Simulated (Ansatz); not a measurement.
Relaxed-ion elastic tensor of NbAs (CsCl type, space group No. 221) in GPa (Voigt order), r²SCAN (plane waves, PAW; program Ansatz); density 8.44 g/cm³, 16.52 Å³ per atom.

|  | 1 | 2 | 3 | 4 | 5 | 6 |
|---|---|---|---|---|---|---|
| 1 | 339 | 92.9 | 92.9 | 0.0 | 0.0 | 0.0 |
| 2 | 92.9 | 339 | 92.9 | 0.0 | 0.0 | 0.0 |
| 3 | 92.9 | 92.9 | 339 | 0.0 | 0.0 | 0.0 |
| 4 | 0.0 | 0.0 | 0.0 | 114 | 0.0 | 0.0 |
| 5 | 0.0 | 0.0 | 0.0 | 0.0 | 114 | 0.0 |
| 6 | 0.0 | 0.0 | 0.0 | 0.0 | 0.0 | 114 |

Question: Is the crystal mechanically stable?

Answer: Yes: the smallest eigenvalue of C is 114 GPa.

Question: Work out the Voigt, Reuss and Hill averages.

Answer: K_V = 175, K_R = 175, K_H = 175; G_V = 118, G_R = 118, G_H = 118 GPa.

Question: Give Young's modulus, Poisson's ratio, Pugh's ratio and the universal anisotropy index.

Answer: E = 9KG/(3K + G) = 289 GPa; ν = 0.23; K/G = 1.49 (brittle by the Pugh limit of 1.75); A_U = 5G_V/G_R + K_V/K_R − 6 = 0.01.

Question: Estimate the sound speeds and the Debye temperature.

Answer: v_l = √((K + 4G/3)/ρ) = 6270 m/s, v_t = √(G/ρ) = 3740 m/s, mean 4140 m/s; Θ = (h/k)(3n/4πV)^(1/3) v_m = 484 K.

Question: Give the Zener ratio and Young's modulus along [100], [110] and [111].

Answer: A = 2C44/(C11 − C12) = 0.93; 1/E = S11 − 2(S11 − S12 − S44/2)Γ with Γ = 0, 1/4, 1/3 gives 299, 286, 282 GPa.

Space group Pm-3m (CsCl type). A made-up cell: these elements were put on the sites of a structure type; neither database checked (COD, Materials Project) lists it. COD files the formula under space group No. 109, so this cell is another polymorph or a model. Its standing as an ambient phase is unchecked. The cell was relaxed with r²SCAN under the symmetry of its start; whether a distortion lowers the energy is not shown. The run is not spin-polarised. As this level gives no gap, shear constants depend on the k-mesh and smearing (Fermi–Dirac, 0.1 eV here).

Potentials: the later of the program's two PAW sets.
